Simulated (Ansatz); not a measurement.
# LaNi2B2C with scf.n_extra_bands changed

Computed with the plane-wave PAW code Ansatz (scalar-relativistic, PAW set soft_2): r2SCAN, no spin polarisation, 500 eV cutoff, k-mesh 12×12×12. These are the settings of the reference run.

Cell:

```
B C La Ni
1.0
    -1.88787    1.88787    4.89688
     1.88787   -1.88787    4.89688
     1.88787    1.88787   -4.89688
B C La Ni
2 1 1 2
Direct
  0.34775 0.34775 0.00000
  0.65225 0.65225 0.00000
  0.50000 0.50000 0.00000
  0.00000 0.00000 0.00000
  0.75000 0.25000 0.50000
  0.25000 0.75000 0.50000
```

The reference run of this cell is solved again as a single point with these keys changed:

| key | reference run | changed run |
| --- | --- | --- |
| scf.n_extra_bands | not typed | 2 |

How does the changed run end?



| quantity | reference run | changed run |
| --- | --- | --- |
| energy, changed less reference (meV an atom) | 0 | 0.0 |
| pressure (GPa) | 0.0 | 0.0 |
| largest force (eV/Å) | 0.00 | 0.00 |
| gap on the mesh (eV) | 0.00 | 0.00 |

The results hardly move, so this setting matters little here, or the typed value is the one that the program takes anyway. It took 10 iterations from the trained starting density.

Caveats: the reference run: a metal with Cr, Mn, Fe, Co or Ni was run without spin, and may be magnetic; a single point, atoms not relaxed again.
